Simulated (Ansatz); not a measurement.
This log comes from Ansatz, run on GaBAs2, ordered on the zincblende lattice (I-42d) with 8 atoms a cell. It starts from the PBE minimum.

Starting structure:
```xyz
8
Lattice="-2.6602 2.6602 5.1395 2.6602 -2.6602 5.1395 2.6602 2.6602 -5.1395" Properties=species:S:1:pos:R:3 pbc="T T T"
B     0.0000    0.0000    0.0000
As    1.0411    1.3301    1.2849
B     0.0000    2.6602    2.5697
As    1.3301   -1.6192    3.8546
Ga    0.0000    0.0000    5.1395
As    1.6192    1.3301    6.4243
Ga    2.6602    0.0000    2.5697
As   -1.3301    1.6192    3.8546
```

The output, standing remarks left out:
```
Crystal: 8 atoms, lattice volume = 145.483 Å³
Basis set: ecut = 500 eV, 3667 PW (Γ)
Bands: 56, of which v1, the nominal top of the filled ones, is band 46 counted from 1 (45 counted from 0)
Symmetry: 8 space group operations
Space group: I-42d (ITA 122)
k-points: 30 of 216 (time reversal used)
preconditioner: auto → Resta (q_TF=auto, 2.528 Å⁻¹)  ε∞=3.6  [insulator: Δε(μ)=1.095 eV  σ=0.020 eV  ℏωp=22.2 eV]
relax step 1: F+E_penalty+E_count = -27353.32287717 eV  max|allowed force component| = 1.998e-1 eV/Å  Δτ_max = 0.0000 Å  P = -2.468 GPa  Ω = 145.483 Å³
relax step 2: F+E_penalty+E_count = -27353.35836009 eV  max|allowed force component| = 1.320e-2 eV/Å  Δτ_max = 0.0150 Å  P = -0.192 GPa  Ω = 142.065 Å³
relax step 3: F+E_penalty+E_count = -27353.35861127 eV  max|allowed force component| = 7.686e-3 eV/Å  Δτ_max = 0.0013 Å  P = +0.027 GPa  Ω = 141.763 Å³
relax step 4: F+E_penalty+E_count = -27353.35877805 eV  max|allowed force component| = 2.160e-3 eV/Å  Δτ_max = 0.0006 Å  P = -0.002 GPa  Ω = 141.799 Å³
relax step 5: F+E_penalty+E_count = -27353.35806663 eV  max|allowed force component| = 2.116e-3 eV/Å  Δτ_max = 0.0000 Å  P = -0.006 GPa  Ω = 141.799 Å³  (SCF on a basis re-selected at this cell)
Free energy (F): -27353.358067 eV
Fermi energy:    10.029436 eV
--- Forces (eV/Å), atoms counted from 1 ---
  atom   1  B       0.00000      0.00000      0.00000
  atom   2  As    -0.00212      0.00000      0.00000
  atom   3  B       0.00000      0.00000      0.00000
  atom   4  As      0.00000    -0.00212      0.00000
  atom   5  Ga      0.00000      0.00000      0.00000
  atom   6  As      0.00212      0.00000      0.00000
  atom   7  Ga      0.00000      0.00000      0.00000
  atom   8  As      0.00000      0.00212      0.00000
--- Stress (GPa, compression-positive) ---
       -0.004493       0.000000       0.000000
        0.000000      -0.004493       0.000000
        0.000000       0.000000      -0.008145
  P = ⅓ Tr σ = -0.0057 GPa (-0.057 kbar)
--- Relaxed structure (4 steps of the walk, 4 accepted, 1 SCFs on fresh bases) ---
  F+E_penalty+E_count = -27353.35806663 eV   max|allowed force component| = 2.116e-3 eV/Å
  cell:  # Å, volume = 141.7990 Å³
    - [-2.634955, 2.634955, 5.105835]
    - [2.634955, -2.634955, 5.105835]
    - [2.634955, 2.634955, -5.105835]
  atoms:
    - { symbol: B, position: [0.000000, 0.000000, 0.000000] }
    - { symbol: As, position: [0.375000, 0.323354, 0.448354] }
    - { symbol: B, position: [0.750000, 0.250000, 0.500000] }
    - { symbol: As, position: [0.073354, 0.625000, -0.051646] }
    - { symbol: Ga, position: [0.500000, 0.500000, 0.000000] }
    - { symbol: As, position: [0.875000, 0.926646, 0.551646] }
    - { symbol: Ga, position: [0.250000, 0.750000, 0.500000] }
    - { symbol: As, position: [0.676646, 0.125000, 0.051646] }
```

Question: Which of these blocks stood in the input: relax, gw, phonons, dielectric, magnetization (spin_orbit)?

Answer: relax. The relax steps with a changing cell volume need the relax block with cell.

Question: Which k mesh was typed?

Answer: 6×6×6, Γ-centred.

Question: How were the bands filled?

Answer: With smearing of width σ = 0.02 eV (Fermi-Dirac in this run).

Question: Which functional?

Answer: r2SCAN. The cutoff of 500 eV is the one that these potentials recommend for a meta-GGA. The lines shown narrow the functional down without fixing it; this is the one that was run.

Command: `ansatz run input.yaml --threads 4 --pin off --max-ram 6451MiB --backend cpu --events-out ev --progress --plain --runs-dir out`. Wall time 34 s on 4 threads of AMD EPYC 7R43 64-Core Processor (Zen 3) (shared host), load about 0.2 per core; peak host memory 1 GiB.

Computed, not measured; no magnetism was allowed, and whether the structure is a known phase isn't checked.
